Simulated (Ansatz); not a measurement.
Recipe of this trial structure of TbC₄: random cell by space group and Wyckoff sites (P6/mmm, No. 191). The dimensions are guesses.

```
CELL_PARAMETERS angstrom
4.94221 0.00000 0.00000
-2.47110 4.28008 0.00000
0.00000 0.00000 4.41773
ATOMIC_POSITIONS crystal
Tb 0.00000 0.00000 0.50000
C 0.33333 0.66667 0.65648
C 0.33333 0.66667 0.34352
C 0.66667 0.33333 0.34352
C 0.66667 0.33333 0.65648
```

The calculation used DFT PBE, scalar-relativistic, plane waves, PAW, and for the lanthanide a 4f-in-core norm-conserving potential, in Ansatz. Cutoff 690 eV, Gaussian smearing, Γ-centred meshes. Cell and atoms relax first on a coarse mesh and then on a finer one. In between, the cell is made exact in the group found at 0.06 Å. In metals the finer mesh still leaves noise of several meV/atom or more. The steps can't lower the symmetry of their start. No spin polarisation.

A guess keeps its type if space group and coordination stay and the shape of the cell changes little (axis ratios within about 15 %, angles within 6°); the volume may change.

Problem. Will the relaxed cell still be of the starting type?

Solution. It doesn't keep its type. The symmetry stays P6/mmm (No. 191). The volume per atom grows by 48.3 %, from 18.7 to 27.7 Å³. The shortest distance goes from 1.38 Å (C–C) to 1.26 Å (C–C). The ratio c/a of the conventional cell changes by a factor of 1.78. Counting neighbours within 15 % of an atom's shortest distance, the start has C 1, Tb 12 and the end C 1, Tb 12. In detail, at the end around Tb lie 12 C at 2.76 Å; C is surrounded by 1 C at 1.26 Å, 3 C at 2.69 Å and 3 Tb at 2.76 Å.

Space group P6/mmm (No. 191). a = 4.655 Å, b = 4.655 Å, c = 7.388 Å, α = 90.00°, β = 90.00°, γ = 120.00°
```
atom  site  symmetry       x       y       z
  Tb    1b     6/mmm  0.0000  0.0000  0.5000
   C    4h       3m. 0.3333  0.6667  0.5854
```

The last run used a 12×12×6 mesh (in the run's order of axes) for its 5-atom cell and Gaussian smearing of 0.10 eV. No dispersion correction is applied, so the spacing and binding between layers, chains or molecules are poorly described. An odd number of valence electrons (the lanthanide is held trivalent, its 4f shell in the core) allows no gap without spin; another valence of the lanthanide, a larger cell or a magnetic state could open one. Symmetry constrained the relaxation, so the result can be a saddle point. Another cell of TbC4 relaxed alike, in I4/mmm, lies 1.16 eV/atom lower, so this cell isn't the stable form at this level.

The lanthanide is trivalent by construction, without f bands, f moments or other valences.
